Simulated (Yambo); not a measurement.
# Convergence of the G0W0 gap of SnS2

G0W0@LDA for SnS$_{2}$ (CdI2 type, space group P-3m1, No. 164) in Yambo. Reference settings: 6×6×2 Γ-centred k mesh, 133 bands and a 8 Ry block in the screening, 133 bands in G with the Bruneval-Gonze terminator, plasmon pole fitted at 27.2 eV. The LDA gap (0, 0.167, 0) → L on this mesh is 1.41 eV; G0W0 gaps are taken between the same points.

| change from the reference | G0W0 gap (0, 0.167, 0) → L (eV) | shift of the valence edge (eV) | rough Yambo cost |
|---|---|---|---|
| reference settings | 2.25 | -0.59 | 1 |
| 49 bands in W, 49 bands in G | 2.30 | -0.34 | about 1/3 |
| wavefunctions cut at 10 Ry | 2.33 | -0.50 | about 1/3 |
| wavefunctions cut at 50 Ry | 2.25 | -0.59 | about 1/2 |
| 31 bands in W, 31 bands in G, 6 Ry block | 2.33 | -0.08 | about 1/6 |
| 49 bands in W, 49 bands in G, 6 Ry block | 2.29 | -0.31 | about 1/4 |
| 72 bands in W, 72 bands in G, 5 Ry block | 2.23 | -0.36 | about 1/3 |
| 103 bands in W, 103 bands in G, 3 Ry block | 2.12 | -0.19 | within a factor of two |
| 103 bands in W, 103 bands in G, 5 Ry block | 2.21 | -0.42 | within a factor of two |
| 3 Ry block | 2.12 | -0.21 | within a factor of two |
| 2 Ry block | 2.09 | -0.16 | within a factor of two |
| 31 bands in W, 31 bands in G, 3 Ry block, no terminator | 2.28 | 0.26 | about 1/6 |
| 103 bands in W, 103 bands in G, 3 Ry block, no terminator | 2.12 | -0.16 | about 1/2 |
| 72 bands in W, 72 bands in G, no terminator | 2.26 | -0.26 | within a factor of two |
| 103 bands in W, 103 bands in G, no terminator | 2.25 | -0.41 | within a factor of two |

The reference isn't shown to be the converged limit. Costs are rough (shared machines), scaled to the same edge states, and given only for runs that recompute the screening.

Spin-orbit splittings are left out.

The standard potential for Sn keeps a d shell in the valence without the s and p states of that shell. In tests on such compounds this moved G0W0 gaps by up to about 0.9 eV, so absolute quasiparticle energies here are unreliable; differences between settings are what counts.

Geometry of the Materials Project entry, not relaxed at this level; primitive cell a = b = 3.674 Å, c = 6.229 Å, α = β = 90.00°, γ = 120.00°.

A shift is the quasiparticle energy of the state minus its LDA energy.

The distance between layers or molecules is the database entry's, not relaxed here. Functionals without dispersion can leave it too large, which widens gaps and weakens the response across layers: the numbers belong to this cell.
